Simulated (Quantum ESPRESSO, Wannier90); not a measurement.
# Tight-binding from DFT: Ir (fcc (Cu type))

```
Ir
1.0
    0.00000     1.92697     1.92697
    1.92697     0.00000     1.92697
    1.92697     1.92697     0.00000
Ir
1
Cartesian
  0.00000   0.00000   0.00000
```

Materials Project entry mp-101; symmetrised, unrelaxed at this level. This is the element's usual structure. Level: PBEsol, spinors with spin-orbit coupling; pw.x of Quantum ESPRESSO at 55 Ry with PseudoDojo potentials, 10×10×10 k-points, Wannier90. Density: 18×18×18 mesh, cold smearing 0.01 Ry.

Energies are relative to the Fermi level.

**Bands.** No gap over 0.05 eV opens at the Fermi level at this level of theory. 3 filled groups are cut off by gaps; the highest, bands 5–8, spans -46.36 to -45.64 eV and is Ir 5p 99 %.

**Model.** 18 functions (Ir spd) from bands 9-42, frozen to 1.50 eV, reach Ω_I = 15.78 Å² and follow pw.x to 2.3 meV rms (states up to 1.0 eV relative to the Fermi level).

**Frozen window.** Edge, Ω_I and misfit go -1.5 eV, 15.74 Å², 20 meV; 0.5 eV, 15.77 Å², 3.8 meV; 1.5 eV, 15.78 Å², 2.3 meV; 3.5 eV, 15.84 Å², 1.9 meV. Ω_I never falls as the edge rises, since each frozen state takes freedom from the choice of the smoothest subspace. The edges under the compared range leave its upper states unfrozen, and their misfit is the largest.

**No window.** Without a frozen window Ω_I drops to 15.02 Å² while the misfit grows to 849 meV: a small spread is no proof of good bands.

**Outer window.** The setting "only the lowest 20 of the kept bands" raises Ω_I to 23.37 Å², as fewer states are left to mix in, and the misfit goes to 13 meV.

**Stops.** With the frozen window to 18.87 eV the program stops (More states in the frozen window than target WFs). With the outer window to 20.82 eV the program stops (Energy window contains fewer states than number of target WFs).
